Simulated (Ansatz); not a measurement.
C (graphite type, space group P6_3/mmc)

```yaml
crystal:
  lattice:
    - [2.45536, 0.00000, 0.00000]
    - [-1.22768, 2.12640, 0.00000]
    - [0.00000, 0.00000, 6.67065]
  atoms:
    - { symbol: C, position: [0.00000, 0.00000, 0.25000] }
    - { symbol: C, position: [0.00000, 0.00000, 0.75000] }
    - { symbol: C, position: [0.33333, 0.66667, 0.25000] }
    - { symbol: C, position: [0.66667, 0.33333, 0.75000] }
```

In this cell atom 2 (C, nearest neighbour C at 1.418 Å; its periodic images, 2.5 Å or more away, move with it) is moved by s towards the nearest neighbour, unit vector (0.866, 0.500, 0.000); all other atoms and the cell stay fixed.

These are r2SCAN+rVV10 (plane waves to 500 eV, PAW, scalar-relativistic; Ansatz, an electronic-structure program) values and carry that method's errors. k mesh 12×12×4 (Γ-centred), Fermi-Dirac smearing 0.05 eV. Energies are smeared free energies. Left out: 1 of 11 points, with atoms too close for the PAW data. With partly filled bands, energies and forces of such displacements shift with the k mesh and the smearing. C was relaxed with its symmetry unable to fall. ΔE is measured from the undisplaced structure. The last digit holds for this mesh only.

```
s (Å)   ΔE (meV/cell)
------  -------------
-0.280         1608.1
-0.224         1137.8
-0.168          685.1
-0.112       withheld
-0.056           82.5
0.000             0.0
0.056            90.1
0.112           382.4
0.168           904.2
0.224          1667.2
```

Question: Fit a polynomial form (powers 2, 3, 4) to the given rows and predict ΔE at s = -0.112.

Answer: Least squares on the 9 given rows: ΔE = (28860)·s² + (23770)·s³ + (-20920)·s⁴, in meV/cell with s in Å; root-mean-square residual 5.75 meV/cell. At -0.112 the fit gives 325.3 meV/cell; the calculation gives 319.1 meV/cell, so the interpolation is off by 6.2 (+1.9 %). The quadratic term alone would give 362.0 meV/cell.

(A displaced cell: forces are minus the slopes of the energy, force constants its curvatures, and phonons follow from these.)
